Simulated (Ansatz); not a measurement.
Values for one crystal, relaxed and computed with LDA (plane waves, PAW; program Ansatz); other levels are named.

```yaml
volume_per_atom: 16.02 Å³
electronic_character: metallic (no gap)
mechanical_stability: stable (all eigenvalues of C positive)
debye_temperature_from_the_elastic_constants: 249 K
Poisson's ratio: 0.37
Young's modulus: 108 GPa
Density of states at the Fermi level: 0.26 states/eV per atom (mean over ±0.08 eV)
```

**Question.** Which compound is it?
A) Ag, fcc (Cu type)
B) Pm, dhcp (α-La type)
C) Ir, fcc (Cu type)
D) Sr, fcc (Cu type)

**Answer.** A, Ag, fcc (Cu type)

Space group Fm-3m (fcc (Cu type)). The cell keeps a stress of up to 0.2 GPa. The LDA relaxation kept the symmetry of its start. The run is not spin-polarised. As this level gives no gap, shear constants depend on the k-mesh and smearing (Fermi–Dirac, 0.1 eV here). Spin–orbit coupling is left out wherever it is not named.

Potentials: the later of the program's two PAW sets.
